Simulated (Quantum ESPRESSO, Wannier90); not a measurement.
**Wannier functions of Ba₂CuClO₂ (R-3m)**

Materials Project entry mp-551456; symmetrised, unrelaxed at this level. COD (Crystallography Open Database) has an entry of this formula and space group (matched by these alone). Level: PBEsol, no spin polarisation, no spin-orbit coupling; pw.x of Quantum ESPRESSO at 74 Ry with PseudoDojo potentials, 4×4×4 k-points, Wannier90. Density: 8×8×8 mesh, Gaussian smearing 0.01 Ry. A non-magnetic state is assumed, with no Hubbard U; filled 3d bands tend to lie too high at this level. Spin-orbit coupling is left out although heavy elements are present.

```
begin unit_cell_cart
ang
   -2.1651599726    3.7501670791    0.0000000000
   -4.3303199452    0.0000000000    0.0000000000
   -2.1651599726    1.2500556930    9.6085300000
end unit_cell_cart
mp_grid = 4 4 4
```

Problem. Which shells of neighbouring k-points and which b-vectors and weights does Wannier90 pick for this cell and mesh?

Solution. 
```
 *---------------------------------- K-MESH ----------------------------------*
 +----------------------------------------------------------------------------+
 |                    Distance to Nearest-Neighbour Shells                    |
 |                    ------------------------------------                    |
 |          Shell             Distance (Ang^-1)          Multiplicity         |
 |          -----             -----------------          ------------         |
 |             1                   0.163479                      2            |
 |             2                   0.326959                      2            |
 |             3                   0.422390                      6            |
 |             4                   0.432807                      6            |
 |             5                   0.472182                      6            |
 |             6                   0.490438                      2            |
 |             7                   0.499681                      6            |
 |             8                   0.566524                      6            |
       ... (lines left out)
 +----------------------------------------------------------------------------+
 | The b-vectors are chosen automatically                                     |
 | The following shells are used:                       1,  3                 |
 +----------------------------------------------------------------------------+
 |                        Shell   # Nearest-Neighbours                        |
 |                        -----   --------------------                        |
 |                          1               2                                 |
 |                          2               6                                 |
 +----------------------------------------------------------------------------+
 | Completeness relation is fully satisfied [Eq. (B1), PRB 56, 12847 (1997)]  |
 +----------------------------------------------------------------------------+
 |                  b_k Vectors (Ang^-1) and Weights (Ang^2)                  |
 |                  ----------------------------------------                  |
 |            No.         b_k(x)      b_k(y)      b_k(z)        w_b           |
 |            ---        --------------------------------     --------        |
 |             1         0.000000    0.000000    0.163479    18.075409        |
 |             2         0.000000    0.000000   -0.163479    18.075409        |
 |             3        -0.362744   -0.209430   -0.054493     1.899941        |
 |             4         0.000000    0.418860   -0.054493     1.899941        |
 |             5        -0.362744    0.209430    0.054493     1.899941        |
 |             6         0.362744    0.209430    0.054493     1.899941        |
 |             7         0.000000   -0.418860    0.054493     1.899941        |
 |             8         0.362744   -0.209430   -0.054493     1.899941        |
```
